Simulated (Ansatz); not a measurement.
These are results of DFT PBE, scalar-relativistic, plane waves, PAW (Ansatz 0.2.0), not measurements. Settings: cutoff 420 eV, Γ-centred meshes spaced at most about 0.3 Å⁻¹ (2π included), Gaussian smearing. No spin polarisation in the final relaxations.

All energies are static (0 K, no zero-point motion).

Compare these two cells of SnPb5S6, each relaxed at this level.

A.

```
Sn Pb S
1.0
     4.23248    0.00000    0.00000
     0.00000    4.23248    0.00000
     0.00000    0.00000   17.95447
Sn Pb S
1 5 6
Direct
  0.50000 0.50000 0.50000
  0.00000 0.00000 0.00000
  0.50000 0.50000 0.16759
  0.00000 0.00000 0.33499
  0.00000 0.00000 0.66501
  0.50000 0.50000 0.83241
  0.00000 0.00000 0.16715
  0.50000 0.50000 0.33682
  0.00000 0.00000 0.50000
  0.50000 0.50000 0.66318
  0.00000 0.00000 0.83285
  0.50000 0.50000 0.00000
```

B.

```
Sn Pb S
1.0
     4.23064    0.00000    0.00000
    -2.11532    3.66384    0.00000
     0.00000    0.00000   20.73129
Sn Pb S
1 5 6
Direct
  0.00000 0.00000 0.00000
  0.33333 0.66667 0.83615
  0.66667 0.33333 0.66806
  0.00000 0.00000 0.50000
  0.33333 0.66667 0.33194
  0.66667 0.33333 0.16385
  0.66667 0.33333 0.92076
  0.00000 0.00000 0.75217
  0.33333 0.66667 0.58404
  0.66667 0.33333 0.41596
  0.00000 0.00000 0.24783
  0.33333 0.66667 0.07924
```

Question: Which placement of the atoms is lower in energy, and by how much?

Answer: They are level within the accuracy (under 1 meV/atom apart). The two share one framework of sites and differ in which element sits where. A has Sn and Pb ordered on rock salt sites, space group P4/mmm (No. 123), 26.8 Å³/atom and a gap of 0.12 eV on its mesh; B has Sn and Pb ordered on rock salt sites, space group P-3m1 (No. 164), 26.8 Å³/atom and a gap of 0.30 eV. Counting S atoms around Pb and Sn (those within 1.25 times the shortest such distance or 1.15 times the sum of covalent radii, 1.27 where that leaves under three; the shortest distance is added where it exceeds 1.18 times the sum of covalent radii), A and B both have Sn 6 from 2.9 Å, Pb 6 from 3.0 Å. In A, Sn has 6 S at 2.93–2.99 Å; Pb on a site of symmetry 4/mmm is surrounded by 6 S at 2.99–3.00 Å; S on a site of symmetry 4mm has 6 Pb at 2.99–3.01 Å; 5 more sites not described. In B, Sn is surrounded by 6 S at 2.94 Å; around Pb on a site of symmetry 3m lie 6 S at 3.00–3.01 Å; S on its first site is surrounded by 3 Sn at 2.94 Å and 3 Pb at 3.01 Å; 4 more sites not described. Both come from invented guesses.

Spin–orbit coupling, which can matter for Pb, is left out. Kohn–Sham gaps at this level usually fall short of measured ones. The missing spin–orbit coupling can work the other way here. Cells relaxed within their symmetry can be saddle points.
